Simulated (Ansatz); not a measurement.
Here is the system:

Al$_{3}$V:
```
CELL_PARAMETERS angstrom
      3.86931     0.00000     0.00000
      0.00000     3.86931     0.00000
      0.00000     0.00000     3.86931
ATOMIC_POSITIONS crystal
  Al 0.50000 0.50000 0.00000
  Al 0.00000 0.50000 0.50000
  Al 0.50000 0.00000 0.50000
  V  0.00000 0.00000 0.00000
```

This is the PBEsol-relaxed structure.

Q: All from PBEsol in the plane-wave PAW code Ansatz, unless another level is named. Give the density of states at the Fermi level.

A: 0.82 states/eV per atom (mean over ±0.08 eV).

Q: What about the formation energy from the elements (no fitted shifts)?

A: -0.14 eV/atom.

Space group Pm-3m (Cu3Au type). The workflow started from a Materials Project entry (that database holds measured and hypothetical structures alike); the Crystallography Open Database copy checked does not list it. Its standing as an ambient phase is unchecked. Symmetry was held in the PBEsol relaxation; whether a distortion lowers the energy is not shown. The run is not spin-polarised. The references are the lowest solids computed at this level, not always the standard phases.

Potentials: the later of the program's two PAW sets.
